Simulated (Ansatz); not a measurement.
Starting cell, Pd (fcc, Cu type):

```yaml
crystal:
  lattice:
    - [0.00000, 3.94276, 3.94276]
    - [1.97138, 1.97138, 3.94276]
    - [1.97138, 1.97138, 0.00000]
  atoms:
    - { symbol: Pd, position: [0.00000, 0.00000, 0.00000] }
    - { symbol: Pd, position: [0.50000, 0.00000, 0.00000] }
```

The atoms are displaced by Q × the pattern below (from a DFPT mode at X = (0.5, 0.5, 0.0), largest move 1; Q in Å), at fixed cell. It is one choice among 2 degenerate patterns. (q is in reciprocal vectors of the primitive cell; the cell shown is doubled to hold the pattern.)

```json
[
 {"atom": "Pd1", "x": "0.000", "y": "1.000", "z": "0.000"},
 {"atom": "Pd2", "x": "0.000", "y": "-1.000", "z": "0.000"}
]
```

Calculation: PBE (plane waves to 420 eV, PAW, scalar-relativistic; Ansatz, a first-principles code). k mesh 20×20×20 (Γ-centred), Fermi-Dirac smearing 0.05 eV. E stands for the smeared free energy. With partly filled bands, energies and forces of such displacements shift with the k mesh and the smearing. Pd is run without spin polarisation. Pd was relaxed with its symmetry unable to fall. ΔE is measured from the undisplaced structure. The last digit holds for this mesh only.

```
Q (Å)   ΔE (meV/cell)
------  -------------
-0.180          273.4
-0.150          189.5
-0.120          121.2
-0.090       withheld
-0.060           30.3
-0.030            7.6
0.000             0.0
0.030             7.6
0.060            30.3
0.090        withheld
0.120           121.2
0.150           189.5
0.180           273.4
```

Question: Fit an even polynomial form (powers 2, 4) to the given rows and predict ΔE at Q = 0.090.

Answer: Least squares on the 11 given rows: ΔE = (8397)·Q² + (1263)·Q⁴, in meV/cell with Q in Å; root-mean-square residual 0.04 meV/cell. At 0.090 the fit gives 68.1 meV/cell; the calculation gives 68.2 meV/cell, so the interpolation is off by -0.1 (-0.1 %). The quadratic term alone would give 68.0 meV/cell.

(For displaced atoms, the force is minus the slope of the energy, and its curvature is a force constant, which sets phonon frequencies.)
